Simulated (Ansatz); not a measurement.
A geometry of ZnNi away from equilibrium: step 4 of the relaxation of a generated cell, ZnNi placed in the AFLOW prototype AB_oP8_57_d_d (as in TlF). All values below come from PBEsol (plane waves to 420 eV, PAW, scalar-relativistic; Ansatz, a quantum-chemistry and plane-wave program). Γ-centred k-mesh 7×7×8 on the run's cell (coarser than for final values), Fermi–Dirac smearing 0.05 eV.

```xyz
8
Lattice="5.0676 0.0000 0.0000 0.0000 4.5048 0.0000 0.0000 0.0000 4.2052" Properties=species:S:1:pos:R:3:forces:R:3 pbc="T T T" free_energy=-36344.752 pressure_GPa=-3.7
Zn     1.7743     2.5582     1.0513    0.3293    0.2129    0.0000
Zn     1.7743     4.1989     3.1539    0.3293   -0.2129    0.0000
Zn     3.2932     0.3059     1.0513   -0.3293    0.2129    0.0000
Zn     3.2932     1.9465     3.1539   -0.3293   -0.2129    0.0000
Ni     4.4525     2.6552     1.0513   -0.2388   -0.0826    0.0000
Ni     4.4525     4.1020     3.1539   -0.2388    0.0826    0.0000
Ni     0.6150     0.4028     1.0513    0.2388   -0.0826    0.0000
Ni     0.6150     1.8496     3.1539    0.2388    0.0826    0.0000
```

Positions in Å, forces in eV/Å, free energy of the cell in eV (comparable only within this code, potentials and settings). Largest force: 0.39 eV/Å, on Zn1, Zn2, Zn3, Zn4 (atoms numbered as listed); the geometry lies 0.01 eV/atom above the end of its relaxation.

Spin-polarised start, with parallel moments on Ni.

No spin polarisation in the result: the starting moments vanished. A magnetic state may lie lower.

The run could not lose the symmetry of its start; a randomly shaken copy of 8 atoms returns to this structure.

The end of the path is a generated cell of ZnNi: the first start was made by placing the elements on the sites of a structure type, and the end was not matched to a known phase here, so it may be hypothetical.
